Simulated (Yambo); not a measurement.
A BSE run in Yambo for SiO$_{2}$ (space group Ima2, No. 46) (PBEsol bands; 4×4×4 mesh, 16 valence and 8 conduction bands, static screening with 111 bands and a 3 Ry block, scissor 3.04 eV, Tamm-Dancoff; field along x) gives:

| state | energy (eV) | states within 2 meV | relative strength | class |
|---|---|---|---|---|
| 1 | 7.47 | 1 | < 0.01 | dark |
| 2 | 7.67 | 1 | < 0.01 | dark |
| 3 | 7.78 | 1 | 0.04 | weak |
| 4 | 7.95 | 1 | < 0.01 | dark |
| 5 | 8.05 | 1 | < 0.01 | dark |

Axes are Cartesian, with cell vectors (Å) (-4.94, 4.26, 2.55), (4.94, -4.26, 2.55), (4.94, 4.26, -2.55).

**Question.** What changes when the window shrinks to 15 valence and 5 conduction bands?

**Answer.** The lowest state goes from 7.470 eV to 7.500 eV, and its distance below the direct gap from 1.622 eV to 1.591 eV. These are vertical excitations (zero momentum); the indirect quasiparticle gap, about 8.81 eV, is smaller than the direct one (9.09 eV on the GW mesh). The scissor comes from a G0W0 run whose convergence isn't established.

Geometry of the Materials Project entry, not relaxed at this level; primitive cell a = b = c = 7.003 Å, α = 90.28°, β = 105.10°, γ = 137.28°.

This is not the ordinary phase of the substance; no match was found in the copy of COD used, and its stability was not checked.
